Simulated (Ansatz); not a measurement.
The relaxed structure here is a generated cell of ZnSnP2: the first start was made by placing the elements on the sites of a structure type, and the end was not matched to a known phase here, so it may be hypothetical.

A relaxed cell of ZnSnP$_{2}$ (P4/mmm (No. 123)), relaxed on a k-mesh at least as fine as the one used below. Calculation: PBEsol (plane waves to 420 eV, PAW, scalar-relativistic; Ansatz, a quantum-chemistry and plane-wave program). Γ-centred k-mesh 6×6×12 on the run's cell (coarser than for final values), Fermi–Dirac smearing 0.05 eV.

```
CELL_PARAMETERS angstrom
     10.55016     0.00000     0.00000
      5.27508     5.27508     0.00000
      0.00000     0.00000     2.67593
ATOMIC_POSITIONS crystal
  Zn 0.00000 0.50000 0.50000
  Zn 0.50000 0.50000 0.50000
  Sn 0.00000 0.00000 0.00000
  Sn 0.50000 0.00000 0.00000
  P  0.75000 0.50000 0.00000
  P  0.25000 0.50000 0.00000
  P  0.25000 0.00000 0.00000
  P  0.75000 0.00000 0.00000
```

The atoms are displaced along an unstable phonon of this cell by (Å):

| atom | ux | uy | uz |
|---|---|---|---|
| Zn1 | 0.000 | 0.000 | 0.000 |
| Zn2 | 0.000 | 0.000 | 0.000 |
| Sn3 | 0.000 | 0.000 | 0.000 |
| Sn4 | 0.000 | 0.000 | 0.000 |
| P5 | 0.150 | 0.000 | 0.000 |
| P6 | -0.150 | 0.000 | 0.000 |
| P7 | 0.000 | -0.150 | 0.000 |
| P8 | 0.000 | 0.150 | 0.000 |

What forces (eV/Å) and pressure result?


| atom | Fx | Fy | Fz |
|---|---|---|---|
| Zn1 | 0.00 | 0.00 | 0.00 |
| Zn2 | 0.00 | 0.00 | 0.00 |
| Sn3 | 0.00 | 0.00 | 0.00 |
| Sn4 | 0.00 | 0.00 | 0.00 |
| P5 | 0.33 | 0.00 | 0.00 |
| P6 | -0.33 | 0.00 | 0.00 |
| P7 | 0.00 | -0.33 | 0.00 |
| P8 | 0.00 | 0.33 | 0.00 |

Pressure +0.2 GPa.

The undisplaced cell is probably no minimum: from this displacement the run went on to P4/mbm (No. 127), 0.14 eV/atom below it.

No spin polarisation in the result.
